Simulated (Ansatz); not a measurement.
AlN in space group P6_3mc (No. 186; Al on 2a, Al on 2b, N on 2a, N on 2b), DFT-PBE in the program Ansatz with PAW potentials, all energies at zero smearing, with the estimated change up to a 700 eV cutoff added, with one set of potentials and settings (totals compare only within such a set). Cell of 8 atoms (4 Al, 4 N): -3696.947 eV.

```csv
element,reference phase,E (eV/atom)
Al,"Fm-3m, 1 atoms in the cell",-537.5049
N,"Pa-3, 8 atoms in the cell",-384.0325
```

Formation energy per atom, worked out: (-3696.947 − 4×(-537.5049) − 4×(-384.0325))/8 = -1.350 eV/atom (-130 kJ per mol of atoms), at 0 K, without zero-point energy or fitted corrections.

A made-up cell: these elements were put on the sites of a structure type. Its sites differ from those of the usual phase in this space group: another stacking or structure type. Symmetry was held in the PBE relaxation; phonons on a q-mesh show no instability. The references are the lowest solids computed at this level, not always the standard phases (solids in place of the gases).

Potentials: the later of the program's two PAW sets.
